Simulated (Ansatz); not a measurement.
Rh, DFT, PBEsol, PAW with Ansatz's default frozen-core files, scalar-relativistic (Ansatz 0.2.0), run on 1 thread of Arm Neoverse V2 on a shared host.

The geometry is COD entry 9008482, unchecked; take it as a test cell. The listed cell was then made from it by scaling, straining or moving an atom.

Command: `ansatz run input.yaml --threads 1 --pin off --max-ram 3072MiB --backend cpu --events-out ev --progress --plain --runs-dir out`

```yaml
crystal:
  lattice:
    - [0.0, 1.863519, 1.90155]
    - [1.863519, 0.0, 1.90155]
    - [1.863519, 1.863519, 0.0]
  atoms:
    - { symbol: Rh, position: [0.0, 0.0, 0.0] }
kpoints:
  mp_grid: { grid: [16, 16, 16] }
scf:
  occupations: { method: fermi_dirac, width: 0.08 }
hamiltonian:
  xc: pbesol
  pseudopotentials: { kind: paw }
output:
  forces: true
  stress: true
  eigenvalues: true
  efg: { contact_densities: true }
```

Task: How large is the problem that the program sets up?

Result: 349 irreducible k-points, 267 plane waves at Γ, 13 bands.

Task: Estimate the wall time and the peak memory.

Result: 3.6 s of wall time for 6 SCF iterations, with a peak of 0.36 GiB. Times on shared machines scatter by tens of per cent.

Task: And the same cell and mesh by all-electron PAW (datasets made for this crystal), asked for forces, stress, eigenvalues, efg, on the same hardware?

Result: 12 s, peak memory 0.5 GiB.
